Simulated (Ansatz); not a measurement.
Input and command of a calculation in Ansatz (plane waves; scalar-relativistic PAW potentials unless the input names others):

```yaml
crystal:
  lattice:
    - [3.1415002256, 0.0, 0.0]
    - [-1.5707501128, 2.7206190014, 0.0]
    - [0.0, 0.0, 37.4873050124]
  atoms:
    - { symbol: Mo, position: [0.0, 0.0, 0.2267434268] }
    - { symbol: S, position: [0.3333333333, 0.6666666667, 0.2683064889] }
    - { symbol: S, position: [0.3333333333, 0.6666666667, 0.6472593954] }
    - { symbol: Mo, position: [0.0, 0.0, 0.6877342362] }
    - { symbol: C, position: [0.6666666667, 0.3333333333, 0.7286780601] }
    - { symbol: O, position: [0.6666666667, 0.3333333333, 0.7598894964] }
basis:
  ecutwfc: 420
kpoints:
  mp_grid: { grid: [0, 9, 1] }
hamiltonian:
  xc: pbesol
scf:
  occupations: { method: gaussian, width: 0.05 }
  max_iter: 100
output:
  forces: true
  eigenvalues: true
efield:
  axis: 3
  dipole_correction: true
  ramp_width: 0.04
```

```bash
ansatz run input.yaml --threads 2 --pin off --max-ram 5120MiB --backend cpu --events-out ev --progress --plain --runs-dir out
```

Problem. Will this input run?

Solution. The program refuses it, because of a mesh with a zero (kpoints.mp_grid.grid: [9, 9, 1] → [0, 9, 1]). With the sound run's settings it is accepted.

Abridged log:
```
Error: invalid value for `kpoints.mp_grid.grid`: each dimension must be in 1..=255
```